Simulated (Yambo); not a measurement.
G0W0@LDA for MgPdF6 (space group R-3, No. 148) in Yambo. Reference settings: 4×4×4 Γ-centred k mesh, bands 6 to 120 and a 6 Ry block in the screening, 120 bands in G with the Bruneval-Gonze terminator, plasmon pole fitted at 27.2 eV. The LDA gap F → F on this mesh is 1.83 eV; G0W0 gaps are taken between the same points.

Gap (F → F) in eV against the number of bands and the screening block, terminator on:

```
bands (W and G)   2 Ry   3 Ry   4 Ry   5 Ry   6 Ry
---------------  -----  -----  -----  -----  -----
47               6.033  5.504  5.350  5.287  5.220
60               5.879  5.346  5.189  5.125  5.051
77               5.839  5.316  5.152  5.090  5.013
98               5.814  5.296  5.128  5.066  4.990
120              5.809  5.289  5.116  5.050  4.973
```

At the largest block the last step in bands moves the gap by -0.017 eV; at the most bands the last step in the block moves it by -0.077 eV.

Spin-orbit splittings are left out.

Geometry of the Materials Project entry, not relaxed at this level; primitive cell a = 5.3335 Å, b = 5.3335 Å, c = 5.3335 Å, α = 55.07°, β = 55.07°, γ = 55.07°.
